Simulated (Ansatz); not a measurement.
TiGe:
```
TiGe
1.0
    3.56419     0.00000     0.00000
   -1.78210     3.08668     0.00000
    0.00000     0.00000    12.85405
Ti Ge
4 4
Direct
  0.33333   0.66667   0.12043
  0.66667   0.33333   0.62043
  0.66667   0.33333   0.87957
  0.33333   0.66667   0.37957
  0.00000   0.00000   0.00000
  0.00000   0.00000   0.50000
  0.33333   0.66667   0.75000
  0.66667   0.33333   0.25000
```

Relaxed with PBE. Special points in fractions of this cell's reciprocal vectors: Γ (0.000, 0.000, 0.000); M (0.500, 0.000, 0.000); K (0.333, 0.333, 0.000); A (0.000, 0.000, 0.500); L (0.500, 0.000, 0.500); H (0.333, 0.333, 0.500).

Question: List the band energies nearest the Fermi level at these points for DFT-PBE in the program Ansatz with PAW potentials.

Answer: In eV from the Fermi level; about four levels below and three above (degenerate sets whole), none deeper than 8.9 eV; points with the same levels are listed once.

```tsv
k	below	above
Γ	-0.69 -0.69 -0.44 -0.37 -0.37	0.43 0.43 0.54 0.54
M	-0.95 -0.93 -0.57 -0.17	0.75 0.97 1.28
K	-1.95 -1.65 -1.65 -1.58	0.45 0.97 1.47 1.47
A	-1.05 -1.05 -1.05 -1.05 -1.00 -1.00	0.13 0.13 0.13 0.13
L	-1.27 -1.27 -0.53 -0.53	0.07 0.07 1.08 1.08
H	-1.76 -1.76 -1.51 -1.51	0.68 0.68 1.44 1.44
```

Space group P6_3/mmc. The cell is a constructed one: a structure type filled with these elements; neither database checked (COD, Materials Project) lists it. Its standing as an ambient phase is unchecked. The PBE relaxation kept the symmetry of its start; its stability against distortions is not shown here. The run is not spin-polarised. Scalar-relativistic: spin–orbit coupling is off unless named, which matters more the heavier the elements.

Potentials: the later of the program's two PAW sets.
